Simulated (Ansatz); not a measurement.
AlP (zinc blende, F-43m), PBE in the plane-wave PAW code Ansatz: ε∞ = 8.10, cell volume 41.77 Å³. Infrared-active transverse modes:

```tsv
ω_TO (cm⁻¹)	oscillator strength S_xx (e²/amu)
426.6	0.3493
```

Question: Compute the static dielectric constant.

Answer: Each mode adds (4.921e7/V) S/ω²: 2.26. So ε0 = 10.4.

Question: What LO frequency does the Lyddane–Sachs–Teller relation give?

Answer: ω_LO = ω_TO √(ε0/ε∞) = 482 cm⁻¹.

The cell was relaxed with PBE under the symmetry of its start; phonons on a q-mesh show no instability.

Potentials: the later of the program's two PAW sets.
